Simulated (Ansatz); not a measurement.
## MoS2: computed properties

Computed with Ansatz 0.2.0, DFT PBE+D3(BJ), scalar-relativistic, plane waves, PAW.

Cutoff 420 eV; k points 12×12×4 on the computed 6-atom cell (Γ-centred); Gaussian smearing, width 0.02 eV; no spin polarisation.

The structure is relaxed at this level of theory with its symmetry kept.

```
Mo S
1.0
     3.14917    0.00000    0.00000
    -1.57458    2.72726    0.00000
     0.00000    0.00000   12.08985
Mo S
2 4
Direct
  0.33333 0.66667 0.25000
  0.66667 0.33333 0.75000
  0.33333 0.66667 0.62049
  0.66667 0.33333 0.12049
  0.33333 0.66667 0.87951
  0.66667 0.33333 0.37951
```

**Question.** Kohn–Sham band gap?

**Answer.** 0.77 eV, indirect from Γ to (0.177, 0.180, 0.000).

**Question.** Löwdin character of the top 1 eV of the valence band?

**Answer.** Mo 4d 59 %, S 3p 36 %.

**Question.** Löwdin character of the lowest 1 eV of the conduction band?

**Answer.** Mo 4d 65 %, S 3p 30 %.

**Question.** Electron masses at the edge by Cartesian direction of the standard setting (m_e; degenerate bands sorted by energy; no spin-orbit coupling)?

**Answer.** x: 0.67; y: 0.57; z: 0.52.

**Question.** Hole masses at the edge by Cartesian direction of the standard setting (m_e; degenerate bands sorted by energy; no spin-orbit coupling)?

**Answer.** x: 0.61; y: 0.61; z: 1.0.

**Question.** Electronic dielectric constant xx, yy, zz of the standard setting (independent particles)?

**Answer.** 16.4, 16.4, 10.5.

**Question.** Bader charges (e)?

**Answer.** Mo (2 in the cell) 1.22, S (4 in the cell) -0.61.

A ferromagnetic start lost its moments in a first run, so spin was left out; other magnetic orders weren't tried.